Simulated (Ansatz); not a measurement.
Input:

SbSBr:
```yaml
crystal:
  lattice:
    - [7.98601, 0.00000, 0.00000]
    - [0.00000, 3.88220, 0.00000]
    - [0.00000, 0.00000, 9.58272]
  atoms:
    - { symbol: Sb, position: [0.62952, 0.25000, 0.63335] }
    - { symbol: Sb, position: [0.37048, 0.75000, 0.36665] }
    - { symbol: Sb, position: [0.87048, 0.75000, 0.13335] }
    - { symbol: Sb, position: [0.12952, 0.25000, 0.86665] }
    - { symbol: S, position: [0.33305, 0.25000, 0.54945] }
    - { symbol: S, position: [0.66695, 0.75000, 0.45055] }
    - { symbol: S, position: [0.16695, 0.75000, 0.04945] }
    - { symbol: S, position: [0.83305, 0.25000, 0.95055] }
    - { symbol: Br, position: [0.01643, 0.25000, 0.32543] }
    - { symbol: Br, position: [0.98357, 0.75000, 0.67457] }
    - { symbol: Br, position: [0.48357, 0.75000, 0.82543] }
    - { symbol: Br, position: [0.51643, 0.25000, 0.17457] }
```

This is the LDA-relaxed structure. x, y and z are the axes in which the lattice vectors are written.

Question: All from plane-wave PAW LDA (Ansatz code), unless another level is named. Estimate the Bader charges.

Answer: Sb +1.21, S -0.72, Br -0.49 e.

Question: Give the electronic dielectric constant ε∞ (DFPT).

Answer: 8.06 (xx), 11.8 (yy), 9.34 (zz).

Question: And the Born charges (a third of the trace)?

Answer: Sb +4.26, S -2.01, Br -2.24 e.

Space group Pnma. The first step of the workflow began from a Materials Project structure, measured or hypothetical; the Crystallography Open Database files this formula in space group No. 62, but the cells were not matched. Whether it is the stable phase at ambient conditions was not checked. The cell was relaxed with LDA under the symmetry of its start; its stability against distortions is not shown here. A crystal of weakly bound chains computed without a dispersion correction: the cell and the soft elastic constants depend strongly on that. Scalar-relativistic: spin–orbit coupling is off unless named, which matters more the heavier the elements.

Potentials: the later of the program's two PAW sets.
